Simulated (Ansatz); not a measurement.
This cell of HfN (rock salt) is off equilibrium:

```
CELL_PARAMETERS angstrom
      0.00000     2.26274     2.26274
      2.26274     0.00000     2.26274
      2.26274     2.26274     0.00000
ATOMIC_POSITIONS crystal
  N  0.94991 0.94991 0.05009
  Hf 0.50000 0.50000 0.50000
```

These are r2SCAN (plane waves to 500 eV, PAW, scalar-relativistic; Ansatz, a program for electronic structure) values and carry that method's errors. k mesh 14×14×14 (Γ-centred), Fermi-Dirac smearing 0.05 eV. The energy includes the smearing's −TS. Compression counts positive. With partly filled bands, energies and forces of such displacements shift with the k mesh and the smearing. HfN is run without spin polarisation. HfN was relaxed with its symmetry unable to fall. Spin-orbit coupling is left out, though Hf is heavy.

Problem. What forces act on the atoms (eV/Å, Cartesian)?

Solution. 
```csv
atom,Fx,Fy,Fz
N1,0.000,0.000,2.785
Hf2,0.000,0.000,-2.785
```

Problem. What is the stress tensor (GPa)?

Solution. 
```
    0.4      0.0      0.0
    0.0      0.4      0.0
    0.0      0.0     20.0
```
The pressure, a third of the trace, is 6.9 GPa.

Problem. In it atom 1 sits (0.000, 0.000, -0.227) Å away from its relaxed site. What is its energy relative to the relaxed cell?

Solution. 306 meV/cell.

(For displaced atoms, the force is minus the slope of the energy, and its curvature is a force constant, which sets phonon frequencies.)
